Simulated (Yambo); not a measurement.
Yambo run on Sr2NH (space group R-3m, No. 166). The wavefunctions are norm-conserving PBEsol (Quantum ESPRESSO, 84 Ry, without SOC) ones on a 4×4×4 mesh (13 occupied bands); a = 6.6758 Å, b = 6.6758 Å, c = 6.6758 Å, α = 33.19°, β = 33.19°, γ = 33.19°.

Yambo input:

```
rim_cut
gw0
dyson
el_el_corr
HF_and_locXC
cohsex
em1s
RandQpts= 1000000
RandGvec= 1 Ry
EXXRLvcs= 84 Ry
VXCRLvcs= 336 Ry
Chimod= "HARTREE"
% BndsRnXs
 1 | 143 |
%
NGsBlkXs= 8 Ry
% LongDrXs
 1.0 | 1.0 | 1.0 |
%
ExtendOut
% QPkrange
 3 | 3 | 13 | 14 |
%
```

k points by index: 3 = L.

Table of the .qp output:

```
#    K-point    Band    Eo [eV]    E [eV]    E-Eo [eV]    Vxc [eV]    Vnlxc [eV]    Sc|Eo [eV]    Re(Z)    Im(Z)
#
    3    13    0.000000    -2.791068    -2.791068    -15.05340    -18.48325    0.638786    1.000000    0.000000
    3    14    1.750865    0.918053    -0.832812    -8.165577    -4.056946    -4.941444    1.000000    0.000000
```
(The two width columns are left out.) Convergence of these settings isn't established.

Geometry of the Materials Project entry, not relaxed at this level.

The structure is a Materials Project entry; no match was found in the copy of COD used, and its stability was not checked.
